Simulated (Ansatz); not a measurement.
Data:

C:
```
CELL_PARAMETERS angstrom
      2.51231     0.00000     0.00000
     -1.25616     2.17573     0.00000
      0.00000     0.00000    12.39174
ATOMIC_POSITIONS crystal
  C  0.66667 0.33333 0.35494
  C  0.33333 0.66667 0.64506
  C  0.33333 0.66667 0.85494
  C  0.66667 0.33333 0.14506
  C  0.66667 0.33333 0.02076
  C  0.33333 0.66667 0.97924
  C  0.33333 0.66667 0.52076
  C  0.66667 0.33333 0.47924
  C  0.00000 0.00000 0.68683
  C  0.00000 0.00000 0.31317
  C  0.00000 0.00000 0.18683
  C  0.00000 0.00000 0.81317
```

This is the r²SCAN-relaxed structure. Tensor components refer to the Cartesian frame of this cell.

Q: All from DFT-r²SCAN in the program Ansatz with PAW potentials, unless another level is named. Give the Hill bulk and shear moduli.

A: 451 and 551 GPa.

Q: Next, the elastic constants (relaxed ions, GPa)?

A: C11 = 1220, C12 = 93.7, C13 = 41.6, C33 = 1270, C44 = 512.

Q: Give the highest zone-centre frequency.

A: 1337 cm^-1.

Q: And the zero-point energy?

A: 183.2 meV/atom.

Space group P6_3/mmc. The first step of the workflow began from a Materials Project structure, measured or hypothetical. Its sites differ from those of the usual phase in this space group: another stacking or structure type. The r²SCAN relaxation kept the symmetry of its start; phonons on a q-mesh show no instability.

Potentials: the later of the program's two PAW sets.
